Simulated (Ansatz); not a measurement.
Input for Ansatz (plane-wave DFT, PAW):

```yaml
crystal:
  lattice:
    - [5.9018726435, -1.859057828, 0.0049159199]
    - [5.9018726435, 1.859057828, 0.0049159199]
    - [-0.1901106407, 0.0, 4.8430627548]
  atoms:
    - { symbol: P, position: [0.0944988215, 0.0972692838, 0.0791328049] }
    - { symbol: P, position: [0.9027307162, 0.9055011785, 0.9208671951] }
    - { symbol: As, position: [0.3960297865, 0.3932593242, 0.5764883356] }
    - { symbol: As, position: [0.6067406758, 0.6039702135, 0.4235116644] }
basis:
  ecutwfc: 420
kpoints:
  mp_grid: { grid: [10, 10, 8] }
hamiltonian:
  xc: pbesol
scf:
  occupations: { method: gaussian, width: 0.05 }
output:
  forces: true
  stress: true
  eigenvalues: true
```

Launched with
```bash
ansatz run input.yaml --threads 1 --pin off --max-ram 1331MiB --backend cpu --events-out ev --progress --plain --runs-dir out
```

Level of theory: Ansatz, DFT PBEsol, scalar-relativistic, plane waves, PAW.

Part of what the program printed, abridged:

```
Pseudopotentials: kind: paw
Pseudopotential: P, paw, valence charge 5, recommended cutoff 420 eV (normal)
Pseudopotential: As, paw, valence charge 15, recommended cutoff 420 eV (normal)
Functional definition: PBEsol
Crystal: 4 atoms, lattice volume = 106.279 Å³
Basis set: ecut = 420 eV, 2075 PW (Γ), exchange–correlation on 90×90×72 points (8 copies of the dense FFT grid, shifted against one another)
Bands: 24, of which v1, the nominal top of the filled ones, is band 20 counted from 1 (19 counted from 0)
Symmetry: 2 space group operations
Space group: C2 (ITA 5), of the structure as read, at distance tolerance 4.7e-5 Å
k-points: 227 of 800 (time reversal used)
Initial density: superposition of atomic densities (neutral atoms: chi_scale 0, normalization atom), corrected by the library's trained network
Initial wavefunctions: pseudopotential atomic-orbital guess
Functional: x = pbesol(κ = 0.804, μ = 0.12345679), c = pbesol(β = 0.046)
SCF iter   1: F=—  HF=-11105.262346 eV  |F-HF|=—  |Δ(HF+E_count)|=         —  Δρ=3.11e-3  dr2=2.02e-2  ethr=1.77e-3  ⟨swp⟩=6.3  Hψ=26280  notcnv=0
SCF iter   2: F=—  HF=-11105.256647 eV  |F-HF|=—  |Δ(HF+E_count)|=   5.70e-3  Δρ=1.31e-3  dr2=2.56e-3  ethr=5.05e-5  ⟨swp⟩=2.0  Hψ=9337  notcnv=0
SCF iter   3: F=—  HF=-11105.256567 eV  |F-HF|=—  |Δ(HF+E_count)|=   7.97e-5  Δρ=4.83e-4  dr2=3.34e-4  ethr=6.40e-6  ⟨swp⟩=2.6  Hψ=7826  notcnv=0
SCF iter   4: F=—  HF=-11105.256662 eV  |F-HF|=—  |Δ(HF+E_count)|=   9.54e-5  Δρ=9.57e-5  dr2=1.50e-5  ethr=8.34e-7  ⟨swp⟩=3.0  Hψ=10900  notcnv=0
SCF iter   5: F=—  HF=-11105.256662 eV  |F-HF|=—  |Δ(HF+E_count)|=   8.73e-7  Δρ=5.10e-5  dr2=2.31e-6  ethr=3.76e-8  ⟨swp⟩=2.0  Hψ=10038  notcnv=0
SCF iter   6: F=—  HF=-11105.256665 eV  |F-HF|=—  |Δ(HF+E_count)|=   3.20e-6  Δρ=1.29e-5  dr2=2.45e-7  ethr=5.78e-9  ⟨swp⟩=2.2  Hψ=7995  notcnv=0
SCF iter   7: F=-11105.256665 eV  HF=-11105.256665 eV  |F-HF|=7.02e-9  |Δ(HF+E_count)|=   2.76e-7  Δρ=2.79e-6  dr2=1.82e-8  ethr=2.50e-10  ⟨swp⟩=6.8  Hψ=23965  notcnv=0
SCF 1 converged in 7 iterations: F = -11105.256665 eV  dr2 = 1.82e-8
SCF converged after 7 iterations
Free energy (F): -11105.256665 eV
Harris-Foulkes:  -11105.256665 eV  (|F-HF|=7.02e-9)
Internal energy: -11105.256665 eV  (E = F + TS)
E sigma→0 (E₀):  -11105.256665 eV
Fermi energy:    5.681144 eV
--- Per-component energies (eV) ---
  E_band       = -609.975685
  E_kinetic    = 333.526896
  E_local      = -4674.067574  (includes V_loc(G=0)·N_el)
  E_nonlocal   = -1269.424038
  E_hartree    = 2411.427248
  E_xc         = -273.135864
  E_vxc        = -271.576819  (∫ρ·V_xc dr)
  E_paw        = -4692.851507  (= ΣΔE_a)
  E_vpaw       = 448.711888  (= ΣTr[D̂ρ^β])
  E_aug_tail   = 0.000023  (compensation charges beyond the density's cutoff)
  E_ewald      = -2942.756898
  E_core_change = 2.025050  (= ΣΔE_core)
  E_smearing   =  0.000000  (= −TS)
--- Forces (eV/Å), atoms counted from 1 ---
  atom   1  P     -0.83990794    -0.04193864     0.38642426
  atom   2  P      0.83990794    -0.04193864    -0.38642426
  atom   3  As     0.74482491     0.04193862     0.72830452
  atom   4  As    -0.74482491     0.04193862    -0.72830452
--- Stress (GPa, compression-positive) ---
       -7.481425       0.000000      -1.062008
        0.000000     -10.513135       0.000000
       -1.062006       0.000000      -8.438882
  P = ⅓ Tr σ = -8.8111 GPa (-88.111 kbar)
--- Band table (eV; the first three rows and the last of 227) ---
  k-point 0: bands = ["-30.3831", "-30.3772", "-30.3678", "-30.3672", "-30.3386", "-30.3241", "-30.3160", "-30.3107", "-30.2965", "-30.2948", "-8.0239", "-5.8695", "-3.5983", "-0.3610", "0.6263", "2.1468", "2.6818", "3.7772", "3.9101", "4.7802", "6.8666", "7.1076", "7.5127", "8.2179"]
  k-point 1: bands = ["-30.3831", "-30.3772", "-30.3678", "-30.3672", "-30.3386", "-30.3241", "-30.3160", "-30.3107", "-30.2965", "-30.2948", "-7.9577", "-5.9624", "-3.5785", "-0.6837", "0.8056", "2.3758", "2.7362", "3.8955", "3.9666", "4.4664", "7.0997", "7.1712", "7.4247", "8.1109"]
  k-point 2: bands = ["-30.3831", "-30.3772", "-30.3678", "-30.3672", "-30.3386", "-30.3241", "-30.3160", "-30.3107", "-30.2965", "-30.2948", "-7.7635", "-6.2319", "-3.4729", "-1.3067", "1.1484", "2.8896", "2.9631", "3.5916", "3.8350", "4.7238", "6.6843", "7.1352", "7.9162", "8.0959"]
  k-point 226: bands = ["-30.3832", "-30.3772", "-30.3678", "-30.3672", "-30.3384", "-30.3245", "-30.3155", "-30.3108", "-30.2964", "-30.2949", "-7.0285", "-6.9735", "-3.4171", "-2.5797", "3.2125", "3.2644", "3.5073", "3.6001", "4.3344", "4.3848", "6.6459", "6.9532", "7.5290", "7.8355"]
```

The run converged.

The cell holds layers, and where no dispersion correction was added their binding is poorly described.